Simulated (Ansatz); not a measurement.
Input:

AlCr2C:
Space group P6₃/mmc (No. 194); a = b = 2.8402 Å, c = 12.7043 Å, α = β = 90.00°, γ = 120.00°

| atom | site | symmetry | x | y | z |
|---|---|---|---|---|---|
| Al | 2d | -6m2 | 0.6667 | 0.3333 | 0.2500 |
| Cr | 4f | 3m. | 0.3333 | 0.6667 | 0.0843 |
| C | 2a | -3m. | 0.0000 | 0.0000 | 0.0000 |

This is the PBE-relaxed structure.

All from PBE in the plane-wave PAW code Ansatz, unless another level is named. Predict the electronic character.

metallic (no gap).

What about the density of states at the Fermi level?

0.75 states/eV per atom (mean over ±0.08 eV).

Next, the formation energy from the elements (no fitted shifts)?

-0.18 eV/atom.

Space group P6_3/mmc. Symmetry was held in the PBE relaxation. The run is not spin-polarised. The references are the lowest solids computed at this level, not always the standard phases.

Potentials: the later of the program's two PAW sets.
